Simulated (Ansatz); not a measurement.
Given:

Sr:
```
Sr
1.0
    0.00000     4.70077     4.70077
    4.70077     0.00000     4.70077
    4.70077     4.70077     0.00000
Sr
2
Direct
  0.00000   0.00000   0.00000
  0.25000   0.25000   0.25000
```

This is the PBEsol-relaxed structure.

Q: All from PBEsol in the plane-wave PAW code Ansatz, unless another level is named. Give the bulk modulus (Birch–Murnaghan fit).

A: 2.8 GPa.

Q: Next, the highest zone-centre frequency?

A: 73 cm⁻¹.

Space group Fd-3m (diamond). The start of the workflow was typed in or built on a structure type; neither database checked (COD, Materials Project) lists it. It is not the phase usual at ambient conditions (space group No. 225). The cell was relaxed with PBEsol under the symmetry of its start. At this level the phase is mechanically unstable. The volume moved by 16 % from the start of the relaxation. As this level gives no gap, phonon frequencies hold no LO–TO term and depend on the k-mesh and smearing (Fermi–Dirac, 0.1 eV here).

Potentials: the later of the program's two PAW sets.
